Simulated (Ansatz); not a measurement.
Sb$_{2}$Se$_{3}$:
Space group Pnma (No. 62); a = 11.535 Å, b = 3.956 Å, c = 11.214 Å, α = 90.00°, β = 90.00°, γ = 90.00°

| atom | site | symmetry | x | y | z |
|---|---|---|---|---|---|
| Sb | 4c | .m. | 0.0196 | 0.2500 | 0.3285 |
| Sb | 4c | .m. | 0.1526 | 0.7500 | 0.0382 |
| Se | 4c | .m. | 0.0551 | 0.2500 | 0.8673 |
| Se | 4c | .m. | 0.1294 | 0.7500 | 0.4466 |
| Se | 4c | .m. | 0.2167 | 0.2500 | 0.1977 |

Relaxed at zero pressure with the program Ansatz at the LDA level (PAW).

Task: The volume is raised by 9 % and shape and atoms relax at that volume. What pressure results, and how do the axes share the change?

Result: -1.8 GPa; a 6.8 %, b 0.8 %, c 1.3 %; the energy rises by 15 meV/atom.

Task: Give the new structure.

Result: 
Space group Pnma (No. 62); a = 12.3218 Å, b = 3.9854 Å, c = 11.3583 Å, α = β = γ = 90.00°

| atom | site | symmetry | x | y | z |
|---|---|---|---|---|---|
| Sb | 4c | .m. | 0.0328 | 0.2500 | 0.3298 |
| Sb | 4c | .m. | 0.1431 | 0.7500 | 0.0347 |
| Se | 4c | .m. | 0.0481 | 0.2500 | 0.8675 |
| Se | 4c | .m. | 0.1291 | 0.7500 | 0.4506 |
| Se | 4c | .m. | 0.2086 | 0.2500 | 0.1909 |

The phase is kept; no other phase was compared at this pressure.

Symmetry was held in the LDA relaxation. A crystal of weakly bound chains computed without a dispersion correction: the cell and the soft elastic constants depend strongly on that. Spin–orbit coupling is left out wherever it is not named.

Potentials: the later of the program's two PAW sets.
